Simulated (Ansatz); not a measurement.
**Question.** Name crystals whose computed values (plane-wave PAW r²SCAN (Ansatz code)) fall in these windows: gap (eV) 2.6 to 3.3; B₀ by P(V) fit (GPa) 25 to 32; HSE06 gap (eV) 3.4 to 4.8.

**Answer.** 

```csv
crystal,gap (eV),B₀ by P(V) fit (GPa),HSE06 gap (eV)
"Rb2WO2F4, C2/m (Rb on 4i, W on 2a, O on 4i, F on 8j)",2.86,28.2,4.20
```
Others may fit too.

Standing as an ambient phase not checked: Rb2WO2F4, C2/m (Rb on 4i, W on 2a, O on 4i, F on 8j). The cell was relaxed under the symmetry of its start. Rows with no word on spin ran without spin polarisation. Spin–orbit coupling is left out wherever it is not named.

Potentials: the later of the program's two PAW sets.
